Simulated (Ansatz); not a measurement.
Y (hcp (Mg type)), relaxed and computed with several functionals in Ansatz (plane waves, PAW).

```tsv
functional	a (Å)	c (Å)	V (Å³/atom)
PBE	(withheld)	(withheld)	(withheld)
r²SCAN	3.686	5.693	33.50
PBEsol	3.600	5.579	31.30
LDA	3.543	5.505	29.93
```

Question: Some entries are withheld; supply them.

Answer: 
- PBE, a (Å): 3.658
- PBE, c (Å): 5.680
- PBE, V (Å³/atom): 32.91

All cells were relaxed under the symmetry of their starts (and spin orders); stability against distortions was not tested throughout. Named crystals with no word on spin ran without spin polarisation. Scalar-relativistic: spin–orbit coupling is off unless named, which matters more the heavier the elements.

Potentials: the earlier of the program's two PAW sets. The files were generated under PBE; for other functionals the program regenerates the frozen cores, and for LDA and PBEsol the local potential too.

Ansatz (a program for electronic structure) is a plane-wave DFT program.
